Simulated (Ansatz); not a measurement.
Given:

Ca3SbP:
Space group Pm-3m (No. 221); a = 5.373 Å, b = 5.373 Å, c = 5.373 Å, α = 90.00°, β = 90.00°, γ = 90.00°

| atom | site | symmetry | x | y | z |
|---|---|---|---|---|---|
| Ca | 3c | 4/mm.m | 0.0000 | 0.5000 | 0.5000 |
| Sb | 1a | m-3m | 0.0000 | 0.0000 | 0.0000 |
| P | 1b | m-3m | 0.5000 | 0.5000 | 0.5000 |

This is the r²SCAN-relaxed structure.

All from DFT-r²SCAN in the program Ansatz with PAW potentials, unless another level is named. Estimate the formation energy from the elements (no fitted shifts).

-1.17 eV/atom.

Predict the electron effective mass with spin–orbit coupling, band 1 of 2 at the edge.

0.90 along [100], 0.45 along [110], 0.31 along [111] (mₑ).

What about the HSE06 gap on the r²SCAN cell?

1.24 eV.

Give the electron effective mass, band 2 of 2 at the edge.

0.18 along [100], 0.22 along [110], 0.30 along [111] (mₑ).

The first step of the workflow began from a Materials Project structure, measured or hypothetical; the Crystallography Open Database copy checked does not list it. Its standing as an ambient phase is unchecked. The cell was relaxed with r²SCAN under the symmetry of its start; of distortions, only those at the zone centre were tested, and some modes there are weakly imaginary. The references are the lowest solids computed at this level, not always the standard phases. Spin–orbit coupling is left out wherever it is not named.

Potentials: the later of the program's two PAW sets.
